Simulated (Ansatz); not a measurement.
BeTe:
```yaml
crystal:
  lattice:
    - [0.00000, 2.68525, 2.68525]
    - [2.68525, 0.00000, 2.68525]
    - [2.68525, 2.68525, 0.00000]
  atoms:
    - { symbol: Te, position: [0.00000, 0.00000, 0.00000] }
    - { symbol: Be, position: [0.50000, 0.50000, 0.50000] }
```

Relaxed with r²SCAN. Special points in fractions of this cell's reciprocal vectors: Γ (0.000, 0.000, 0.000); X (0.500, 0.000, 0.500); U (0.625, 0.250, 0.625); K (0.375, 0.375, 0.750); L (0.500, 0.500, 0.500); W (0.500, 0.250, 0.750).

### Question
List the band energies nearest the Fermi level at these points for r²SCAN in the plane-wave PAW code Ansatz.

### Answer
In eV from the Fermi level; about four levels below and three above (degenerate sets whole), none deeper than 8.9 eV; points with the same levels are listed once.

| k | below | above |
|---|---|---|
| Γ | -0.32 -0.32 -0.32 | 3.60 6.84 6.84 6.84 |
| X | -6.29 -3.18 -3.18 -0.91 | 3.47 9.59 9.59 |
| U | -5.68 -5.26 -2.50 | 0.71 6.31 6.69 |
| L | -7.13 -0.35 -0.35 | 2.58 2.58 3.47 |
| W | -5.11 -5.11 -4.42 | 3.54 3.86 7.95 7.95 |

Space group Fm-3m (rock salt). The cell is a constructed one: a structure type filled with these elements; neither database checked (COD, Materials Project) lists it. COD files the formula under space group No. 216, so this cell is another polymorph or a model. Whether it is the stable phase at ambient conditions was not checked. The r²SCAN relaxation kept the symmetry of its start; its stability against distortions is not shown here. Scalar-relativistic: spin–orbit coupling is off unless named, which matters more the heavier the elements.

Potentials: the later of the program's two PAW sets.
